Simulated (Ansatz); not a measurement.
Hf (hcp (Mg type), P6_3/mmc) at seven volumes, the program Ansatz at the PBEsol level (PAW), shape and atoms relaxed at each. One row is withheld.

```tsv
V (Å³/atom)	P (GPa)
19.664	12.55
20.312	?
20.960	3.64
21.609	0.00
22.257	-3.19
22.905	-6.00
23.554	-8.45
```

**Question.** Fit the shown pressures and predict the withheld one.

**Answer.** P = (3/2)B₀(x^(7/2) − x^(5/2))[1 + (3/4)(B′ − 4)(x − 1)] with x = (V₀/V)^(2/3). Least squares on the six rows gives V₀ = 21.608 Å³/atom, B₀ = 114 GPa, B′ = 3.39. At V = 20.312, x = 1.0421 and P = 7.83 GPa. The run itself gave 7.80 GPa.

The cell was relaxed with PBEsol under the symmetry of its start. No spin polarisation was allowed. Scalar-relativistic: spin–orbit coupling is off unless named, which matters more the heavier the elements.

Potentials: the later of the program's two PAW sets.
